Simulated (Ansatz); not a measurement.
Relaxed-ion elastic tensor of Mg2TiO4 (spinel, Fd-3m) in GPa (Voigt order), r²SCAN (plane waves, PAW; program Ansatz); density 3.62 g/cm³, 10.52 Å³ per atom.

```
263  118  118  0.0  0.0  0.0
118  263  118  0.0  0.0  0.0
118  118  263  0.0  0.0  0.0
0.0  0.0  0.0  101  0.0  0.0
0.0  0.0  0.0  0.0  101  0.0
0.0  0.0  0.0  0.0  0.0  101
```

### Question
Is the crystal mechanically stable?

### Answer
Yes: the smallest eigenvalue of C is 101 GPa.

### Question
Work out the Voigt, Reuss and Hill averages.

### Answer
K_V = 167, K_R = 167, K_H = 167; G_V = 89.8, G_R = 87.4, G_H = 88.6 GPa.

### Question
Give Young's modulus, Poisson's ratio, Pugh's ratio and the universal anisotropy index.

### Answer
E = 9KG/(3K + G) = 226 GPa; ν = 0.27; K/G = 1.88 (ductile by the Pugh limit of 1.75); A_U = 5G_V/G_R + K_V/K_R − 6 = 0.14.

### Question
Estimate the sound speeds and the Debye temperature.

### Answer
v_l = √((K + 4G/3)/ρ) = 8870 m/s, v_t = √(G/ρ) = 4950 m/s, mean 5510 m/s; Θ = (h/k)(3n/4πV)^(1/3) v_m = 748 K.

### Question
Give the Zener ratio and Young's modulus along [100], [110] and [111].

### Answer
A = 2C44/(C11 − C12) = 1.40; 1/E = S11 − 2(S11 − S12 − S44/2)Γ with Γ = 0, 1/4, 1/3 gives 190, 233, 253 GPa.

The cell is a constructed one: a structure type filled with these elements; neither database checked (COD, Materials Project) lists it. Its standing as an ambient phase is unchecked. The r²SCAN relaxation kept the symmetry of its start; its stability against distortions is not shown here. No spin polarisation was allowed.

Potentials: the earlier of the program's two PAW sets.
